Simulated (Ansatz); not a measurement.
WSe2: comparing deformations

The calculation used Ansatz 0.2.0, DFT PBE+D3(BJ), scalar-relativistic, plane waves, PAW. Cutoff 420 eV, Γ-centred 12×12×2 k-points, Gaussian smearing of 0.05 eV. Spin–orbit coupling is left out, which can shift energies with elements as heavy as these. No spin polarisation. Energies are free energies at this smearing, counted from the undisturbed cell; pressure is positive in compression.

Reference structure (relaxed at this level):

```
W Se
1.0
     3.27903    0.00000    0.00000
    -1.63951    2.83972    0.00000
     0.00000    0.00000   12.78861
W Se
2 4
Cartesian
  0.0000 1.8931 3.1972
  1.6395 0.9466 9.5915
  0.0000 1.8931 7.9071
  1.6395 0.9466 1.5128
  0.0000 1.8931 11.2758
  1.6395 0.9466 4.8815
```

The cell is strained by ε times a Voigt pattern (xx, yy, zz, yz, xz, xy; engineering shear) with fractional coordinates fixed. τ = (1/V0) dE/dε comes from the stress tensor. Of each scan, only the three points used here are listed.

| pattern | ε | τ (GPa) |
| --- | --- | --- |
| (1, 1, 0, 0, 0, 0) | -0.0100 | -6.33 |
| (1, 1, 0, 0, 0, 0) | 0.0000 | 0.01 |
| (1, 1, 0, 0, 0, 0) | 0.0100 | 5.88 |
| (0, 0, 1, 0, 0, 0) | -0.0150 | -4.45 |
| (0, 0, 1, 0, 0, 0) | 0.0000 | 0.01 |
| (0, 0, 1, 0, 0, 0) | 0.0150 | 4.15 |

Which constants do the scans give, and which deformation costs least for the same size of strain tensor?

The slope dτ/dε at zero (parabola through three points) is pᵀCp: (1, 1, 0, 0, 0, 0) gives C11 + C22 + 2 C12 = 610 GPa; (0, 0, 1, 0, 0, 0) gives C33 = 287 GPa. The size of the strain tensor, ε:ε, is ε² times 2.0, 1.0. Per unit of it the stiffnesses are 305, 287 GPa, so (0, 0, 1, 0, 0, 0) is the softest of these: at ε:ε = (1 %)² the quadratic term costs 1.78 meV/atom against 1.89 for the stiffest. These are clamped-ion values.

Forces appear on the atoms along this scan, and letting them relax would lower the energy and soften the response.